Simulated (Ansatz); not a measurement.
Sc3TlB:
```
CELL_PARAMETERS angstrom
      4.67429     0.00000     0.00000
      0.00000     4.67429     0.00000
      0.00000     0.00000     4.67429
ATOMIC_POSITIONS crystal
  Tl 0.00000 0.00000 0.00000
  Sc 0.00000 0.50000 0.50000
  Sc 0.50000 0.00000 0.50000
  Sc 0.50000 0.50000 0.00000
  B  0.50000 0.50000 0.50000
```

Relaxed with r²SCAN.

Task: Give the Bader charges and basin volumes of the independent atoms, DFT-r²SCAN in the program Ansatz with PAW potentials.

Result: 

| atom | Bader charge (e) | Bader volume (Å³) |
|---|---|---|
| Tl1 | -2.12 | 42.8 |
| Sc2 | +1.53 | 12.4 |
| B5 | -2.48 | 21.9 |

Space group Pm-3m (anti-perovskite). The workflow started from an entry of the Crystallography Open Database (COD). Its standing as an ambient phase is unchecked. The cell was relaxed with r²SCAN under the symmetry of its start; its stability against distortions is not shown here. The run is not spin-polarised. Spin–orbit coupling is left out wherever it is not named.

Potentials: the later of the program's two PAW sets.
